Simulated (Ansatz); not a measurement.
The elements of this relaxed trial crystal are hidden behind letters.

```
lattice vectors (Å)
   5.2553    0.0000    0.0000
  -2.6277    4.5512    0.0000
   0.0000    0.0000    8.6271
fractional positions
X 0.0000 0.0000 0.0000
Z 0.3333 0.6667 0.3406
Z 0.6667 0.3333 0.6594
Z 0.0000 0.0000 0.5000
Q 0.3333 0.6667 0.7158
Q 0.6667 0.3333 0.2842
```

Method: DFT PBE, scalar-relativistic, plane waves, PAW in Ansatz. Plane waves to 420 eV, a 6×6×4 mesh through Γ for the 6-atom cell and 0.02 eV Gaussian smearing; no spin polarisation.

```
Space group                              : P-3m1 (No. 164)
Conventional cell                        : a = 5.255 Å, c = 8.627 Å
Volume per atom                          : 34.39 Å³
Density                                  : 3.30 g/cm³
Formation energy                         : −0.941 eV/atom
Gap on the 6×6×4 mesh of the 6-atom cell : 1.69 eV
```

Energies are uncorrected and count from the elements' standard states at the same level.

Problem. X is an s-block element of period 5, Z is an s-block element of period 3 and Q is a p-block element of period 5. Which elements are they?

Solution. X = Rb, Z = Na, Q = Te, so the formula is RbNa3Te2. Density times volume gives a mean mass of 3.30 × 34.39/1.6605 = 68.3 u per atom, and this set has 68.3 u. Around Rb lie 6 Te at 3.90 Å and 8 Na at 4.22–4.31 Å; Na on a site of symmetry 3m has 4 Te at 3.07–3.24 Å, 3 Na at 3.33 Å, 3 Na at 4.09 Å and 3 Rb at 4.22 Å; around Te lie 4 Na at 3.07–3.24 Å, 3 Na at 3.56 Å and 3 Rb at 3.90 Å; 1 more site not described. Other sets within the hints have nearly the same mass, so mass alone doesn't settle it; this one was computed.

These runs have no spin–orbit coupling, which can matter for Te. Kohn–Sham gaps at this level usually fall short of measured ones. The missing spin–orbit coupling can work the other way here. Symmetry constrained the relaxation, so the result can be a saddle point.
